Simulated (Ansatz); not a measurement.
**Data sheet: CaPd$_{2}$ (DFT)**

CaPd₂:
Space group I4/mmm (No. 139); a = 3.7440 Å, b = 3.7440 Å, c = 9.0650 Å, α = 90.00°, β = 90.00°, γ = 90.00°

| atom | site | symmetry | x | y | z |
|---|---|---|---|---|---|
| Pd | 4d | -4m2 | 0.0000 | 0.5000 | 0.2500 |
| Ca | 2a | 4/mmm | 0.0000 | 0.0000 | 0.0000 |
(The calculation used a cell of 3 atoms; values per cell refer to that cell.)

Space group I4/mmm (No. 139); conventional cell a = b = 3.7440 Å, c = 9.0650 Å, α = β = γ = 90.00°.

Method: the program Ansatz at the PBEsol level (PAW). Structure relaxed to zero pressure with the same functional. Other levels are named where they apply.

### Cell and energy

```yaml
volume_per_atom: 21.18 Å³
density: 6.61 g/cm³
Formation energy from the elements (no fitted shifts): -0.32 eV/atom
```

### Electronic structure

```yaml
electronic_character: metallic (no gap)
Density of states at the Fermi level: 0.43 states/eV per atom (mean over ±0.08 eV)
Gap with spin–orbit coupling: none (metallic)
```

### Mechanics

```yaml
Bulk modulus (Birch–Murnaghan fit): 793 kbar
Pressure derivative B′: 4.4
```

### Charges

```yaml
bader_charges: Pd -0.65, Ca +1.30 e
```

The workflow started from an entry of the Crystallography Open Database (COD). Its standing as an ambient phase is unchecked. The PBEsol relaxation kept the symmetry of its start; whether a distortion lowers the energy is not shown. No spin polarisation was allowed. The volume moved by -23 % from the start of the relaxation. The volume fell by over 15 % from the filed cell, which may lack light atoms or belong to other conditions. Axis ratios of metals converge slowly with the k-mesh, so a and c are less sure than the volume. The references are the lowest solids computed at this level, not always the standard phases. Scalar-relativistic: spin–orbit coupling is off unless named, which matters more the heavier the elements.

Potentials: the later of the program's two PAW sets.
